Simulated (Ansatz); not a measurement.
input.yaml (Ansatz)

```yaml
crystal:
  lattice:
    - [-1.8091453366, 1.8089993864, 1.2492578487]
    - [1.8089993864, -1.8091453366, 1.2492578487]
    - [2.9808115989, 2.9808115989, -1.2495251569]
  atoms:
    - { symbol: Mo, position: [0.9999662344, 3.37656e-05, 0.0] }
    - { symbol: Mo, position: [0.7500337656, 0.2499662344, 0.5] }
hamiltonian:
  xc: lda
  pseudopotentials:
    kind: paw
    azcp:
      Mo: "pseudopotentials/Mo.paw.azcp"
basis:
  ecutwfc: 420
  fft_grid_basis: typed
kpoints:
  mp_grid: { grid: [16, 16, 8], shift: [0, 0, 0] }
magnetization:
  spin_polarized: false
scf:
  occupations: { method: fermi_dirac, width: 0.1 }
  lower_state_search: "off"
output:
  stress: true
```

Output

```
Warning: the record states the generating functional pbe (its physics header spells it `PBE`), which answers neither for hamiltonian.xc's functional nor for the lda family's — results may be inconsistent (PPs are generated against a specific XC)
Engine: ansatz 0.2.0, aarch64-unknown-linux-gnu
Pseudopotentials: kind: paw
Pseudopotential: Mo, paw, valence charge 14, recommended cutoff 420 eV (normal) 
Functional definition: SPW92
  exchange = slater_x
  correlation = pw_c
Crystal: 2 atoms, lattice volume = 26.946 Å³
Basis set: ecut = 420 eV, 535 PW (Γ)
Bands: 18, of which v1, the nominal top of the filled ones, is band 14 counted from 1 (13 counted from 0)
Symmetry: 4 space group operations
Space group: C2/c (ITA 15), of the structure as read, at distance tolerance 3.0e-5 Å
k-points: 554 of 2048
Non-local potential: Mo, projectors of the file, l = 0: 3, l = 1: 2, l = 2: 2, l = 3: 1
PAW form: soft (Blöchl's): semilocal exchange-correlation on the pseudo side does not see the compensation charge
PAW frozen core: Mo, regenerated for the run's functional, and the local potential with it (the file was generated under x = pbe(κ = 0.804, μ = 0.2195149727645171), c = pbe(β = 0.06672455060314922))
PAW one-centre angular grid: Mo, 590 points (default); XC on 64 Gauss nodes
Initial density: superposition of atomic densities (neutral atoms: chi_scale 0, normalization atom), corrected by the library's trained network
Initial wavefunctions: pseudopotential atomic-orbital guess
Functional: x = slater, c = lda
SCF iter   1: F=—  HF=-9684.805347 eV  |F-HF|=—  |Δ(HF+E_count)|=         —  Δρ=8.29e-3  dr2=5.38e-3  ethr=1.77e-3  ⟨swp⟩=5.1  Hψ=45811  notcnv=0
SCF iter   2: F=—  HF=-9684.804637 eV  |F-HF|=—  |Δ(HF+E_count)|=   7.10e-4  Δρ=4.70e-3  dr2=1.84e-3  ethr=1.92e-5  ⟨swp⟩=1.1  Hψ=14566  notcnv=0
SCF iter   3: F=—  HF=-9684.804461 eV  |F-HF|=—  |Δ(HF+E_count)|=   1.76e-4  Δρ=5.78e-4  dr2=6.43e-5  ethr=6.56e-6  ⟨swp⟩=2.3  Hψ=17920  notcnv=0
SCF iter   4: F=—  HF=-9684.804435 eV  |F-HF|=—  |Δ(HF+E_count)|=   2.60e-5  Δρ=1.30e-4  dr2=1.73e-6  ethr=2.30e-7  ⟨swp⟩=2.0  Hψ=16693  notcnv=0
SCF iter   5: F=—  HF=-9684.804435 eV  |F-HF|=—  |Δ(HF+E_count)|=   2.58e-7  Δρ=2.93e-5  dr2=1.41e-7  ethr=6.20e-9  ⟨swp⟩=2.2  Hψ=16713  notcnv=0
SCF iter   6: F=-9684.804435 eV  HF=-9684.804435 eV  |F-HF|=2.44e-9  |Δ(HF+E_count)|=   6.37e-8  Δρ=4.89e-6  dr2=2.98e-9  ethr=3.57e-10  ⟨swp⟩=4.0  Hψ=31936  notcnv=0
SCF 1 converged in 6 iterations: F = -9684.804435 eV  dr2 = 2.98e-9
SCF converged after 6 iterations
Free energy (F): -9684.804435 eV
Harris-Foulkes:  -9684.804435 eV  (|F-HF|=2.44e-9)
Internal energy: -9684.760404 eV  (E = F + TS)
E sigma→0 (E₀):  -9684.782419 eV
Entropy (-TS):   -0.044032 eV (-22.016 meV/atom)
Fermi energy:    24.544965 eV
--- Per-component energies (eV) ---
  E_band       = -11.504175
  E_kinetic    = 899.587049
  E_local      = -1382.050230  (includes V_loc(G=0)·N_el)
  E_nonlocal   = 299.681817
  E_hartree    = 466.856007
  E_xc         = -370.118122
  E_vxc        = -464.254749  (∫ρ·V_xc dr)
  E_paw        = -6181.230654  (= ΣΔE_a)
  E_vpaw       = -298.178183  (= ΣTr[D̂ρ^β])
  E_aug_tail   = 0.000051  (compensation charges beyond the density's cutoff)
  E_ewald      = -3418.431954
  E_core_change = 0.945632  (= ΣΔE_core)
  E_smearing   = -0.044032  (= −TS)
  E_closure    = 0.000000  (closes the sum)
  Σ components = -9684.804435   (vs F -9684.804435, Δ=0.00e0)
--- Stress (GPa, compression-positive) ---
       45.182538       2.023402      -0.013856
        2.023402      45.182538      -0.013856
       -0.013856      -0.013856      45.440957
  P = ⅓ Tr σ = 45.2687 GPa (452.687 kbar)
```
